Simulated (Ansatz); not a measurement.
HfO₂ (tetragonal-ZrO2 type, space group P4_2/nmc)

```
HfO2
1.0
    3.60482     0.00000     0.00000
    0.00000     3.60482     0.00000
    0.00000     0.00000     5.26502
Hf O
2 4
Direct
  0.00000   0.00000   0.00000
  0.50000   0.50000   0.50000
  0.00000   0.50000   0.19324
  0.00000   0.50000   0.69324
  0.50000   0.00000   0.30676
  0.50000   0.00000   0.80676
```

Grid over V/V₀ and (c/a)/(c/a)₀, subscript 0 meaning the relaxed cell; the conventional c axis lies along z; no internal relaxation.

Level of theory: PBE (plane waves to 420 eV, PAW, scalar-relativistic; Ansatz, an electronic-structure program). k mesh 9×9×6 (Γ-centred), Fermi-Dirac smearing 0.05 eV. The energy includes the smearing's −TS. As the atoms are clamped, bonds stretch with the cell, which overstates energies and stresses. HfO2 is run without spin polarisation. HfO2 was relaxed with its symmetry unable to fall. Spin-orbit coupling is left out, though Hf is heavy. The PAW data are Ansatz's earlier set. This is a high-temperature form of HfO2. ΔE is measured from the relaxed starting cell.

### Question
What ΔE (meV/atom) does the calculation give at all points of the grid V/V₀ = 0.920, 0.960, 1.000, 1.040, 1.080 by (c/a)/(c/a)₀ = 0.880, 0.940, 1.000, 1.060, 1.120?

### Answer
ΔE (meV/atom), with V/V₀ across and (c/a)/(c/a)₀ down:

```csv
(c/a)/(c/a)₀ \ V/V₀,0.920,0.960,1.000,1.040,1.080
0.880,178.6,138.8,131.3,149.9,189.7
0.940,83.6,40.4,29.9,46.0,83.7
1.000,62.1,14.4,0.0,12.6,47.1
1.060,96.4,44.0,25.2,33.8,64.8
1.120,173.0,116.0,93.1,97.8,125.1
```

(A scan under strain: stresses follow from slopes of the energy per volume, elastic moduli from its curvatures.)
